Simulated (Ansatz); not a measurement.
ScTlP$_{2}$S$_{7}$:
```
ScTlP2S7
1.0
    4.33542     4.92973     0.00000
   -4.33542     4.92973     0.00000
   -0.88151     0.00000     6.21690
Sc Tl P S
1 1 2 7
Cartesian
  0.00000   5.44925   0.00000
 -0.44076   1.62599   3.10845
 -2.70332   3.98325   0.56364
  1.82180   3.98325   5.65325
 -1.72508   5.18532   1.86224
  0.84357   5.18532   4.35466
  1.58430   3.71953   1.08772
 -2.46581   3.71953   5.12918
  0.00000   0.33095   0.00000
  0.97187   7.29305   1.55654
 -1.85338   7.29305   4.66035
```

Relaxed with r²SCAN+D4.

Q: Give the Bader charges and basin volumes of the independent atoms, DFT-r²SCAN+D4 in the program Ansatz with PAW potentials.

A: 

```json
[
 {"atom": "Sc1", "Bader charge (e)": "+1.87", "Bader volume (Å³)": "10.2"},
 {"atom": "Tl2", "Bader charge (e)": "+0.75", "Bader volume (Å³)": "32.9"},
 {"atom": "P3", "Bader charge (e)": "+1.67", "Bader volume (Å³)": "9.9"},
 {"atom": "S5", "Bader charge (e)": "-0.88", "Bader volume (Å³)": "28.4"},
 {"atom": "S7", "Bader charge (e)": "-0.88", "Bader volume (Å³)": "30.2"},
 {"atom": "S9", "Bader charge (e)": "-0.62", "Bader volume (Å³)": "25.7"},
 {"atom": "S10", "Bader charge (e)": "-0.91", "Bader volume (Å³)": "29.9"}
]
```

Space group C2. The first step of the workflow began from a Materials Project structure, measured or hypothetical; the Crystallography Open Database copy checked does not list it. Its standing as an ambient phase is unchecked. Symmetry was held in the r²SCAN+D4 relaxation; its stability against distortions is not shown here. No spin polarisation was allowed. Scalar-relativistic: spin–orbit coupling is off unless named, which matters more the heavier the elements.

Potentials: the later of the program's two PAW sets.
